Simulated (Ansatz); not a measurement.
In DFT-r²SCAN in the program Ansatz with PAW potentials, SiN$_{2}$ in the cubic phase (Pa-3; Si on 4a, N on 8c) relaxes to a = 4.440 Å. Si has 6 nearest neighbours from 1.89 Å (octahedral). Against the elements it lies at -0.61 eV/atom, with no fitted shifts.

The Kohn–Sham gap is 5.75 eV (indirect). The valence maximum lies on the Γ–X line, 61 % of the way from Γ and the conduction minimum on the Γ–R line, 52 % of the way from Γ (8 equivalent valleys). The screened hybrid HSE06 puts the gap at 6.73 eV. Electrons at the band edge weigh 0.36, 1.0, 1.0 mₑ (principal values). The hole mass is 0.48, 0.51, 5.7 mₑ (principal values).

The bulk modulus is 351 GPa. The relaxed-ion elastic constants in GPa are C11 = 773, C12 = 141, C44 = 409. The elastic constants imply a Debye temperature near 1560 K. Bader charges are Si +3.16, N -1.58 e.

The start of the workflow was typed in or built on a structure type; neither database checked (COD, Materials Project) lists it. Whether it is the stable phase at ambient conditions was not checked. The cell was relaxed with r²SCAN under the symmetry of its start; its stability against distortions is not shown here. The references are the lowest solids computed at this level, not always the standard phases (solids in place of the gases).

Potentials: the earlier of the program's two PAW sets. The files were generated under PBE; for other functionals the program regenerates the frozen cores, and for LDA and PBEsol the local potential too.
